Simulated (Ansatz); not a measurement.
**TiPd2, first-principles data**

TiPd$_{2}$:
```xyz
3
Lattice="-1.5378 1.7126 4.3213 1.5378 -1.7126 4.3213 1.5378 1.7126 -4.3213" Properties=species:S:1:pos:R:3 pbc="T T T"
Ti     0.0000     0.0000     0.0000
Pd     0.0000     0.0000     5.6856
Pd     0.0000     0.0000     2.9571
```

Space group Immm (No. 71); conventional cell a = 3.076 Å, b = 3.425 Å, c = 8.643 Å, α = 90.00°, β = 90.00°, γ = 90.00°.

Method: plane-wave PAW r²SCAN (Ansatz code). The cell and atoms are relaxed at this level. Other levels are named where they apply.

### Cell and energy

- Volume per atom: 15.17 Å³
- Density: 9.51 g/cm³
- Formation energy from the elements (no fitted shifts): -0.66 eV/atom

### Electronic structure

Electronic character: metallic (no gap)
Density of states at the Fermi level: 0.45 states/eV per atom (mean over ±0.08 eV)

The workflow started from a Materials Project entry (that database holds measured and hypothetical structures alike); the Crystallography Open Database copy checked does not list it. With Ti and Pd taken as one species the cell has the higher symmetry I4/mmm, so it may be an ordered model of a mixed-site phase. Whether it is the stable phase at ambient conditions was not checked. Symmetry was held in the r²SCAN relaxation; whether a distortion lowers the energy is not shown. The run is not spin-polarised. Axis ratios of metals converge slowly with the k-mesh, so a and c are less sure than the volume. The references are the lowest solids computed at this level, not always the standard phases. Spin–orbit coupling is left out wherever it is not named.

Potentials: the later of the program's two PAW sets.
